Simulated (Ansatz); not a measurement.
Ba2Bi3 in space group Immm (No. 71; Ba on 4j, Bi on 4h, Bi on 2a), r²SCAN (plane waves, PAW; program Ansatz), all energies at zero smearing, with the estimated change up to a 700 eV cutoff added, with one set of potentials and settings (totals compare only within such a set). Cell of 5 atoms (2 Ba, 3 Bi): -49166.769 eV.

```csv
element,reference phase,E (eV/atom)
Ba,"Im-3m, 1 atoms in the cell",-5964.4614
Bi,"R-3m, 2 atoms in the cell",-12411.0586
```

Formation energy per atom, worked out: (-49166.769 − 2×(-5964.4614) − 3×(-12411.0586))/5 = -0.934 eV/atom (-90 kJ per mol of atoms), at 0 K, without zero-point energy or fitted corrections.

The first step of the workflow began from a Materials Project structure, measured or hypothetical; the Crystallography Open Database files this formula in space group No. 71, but the cells were not matched. Whether it is the stable phase at ambient conditions was not checked. The r²SCAN relaxation kept the symmetry of its start; whether a distortion lowers the energy is not shown. The references are the lowest solids computed at this level, not always the standard phases. Spin–orbit coupling is left out wherever it is not named.

Potentials: the later of the program's two PAW sets.
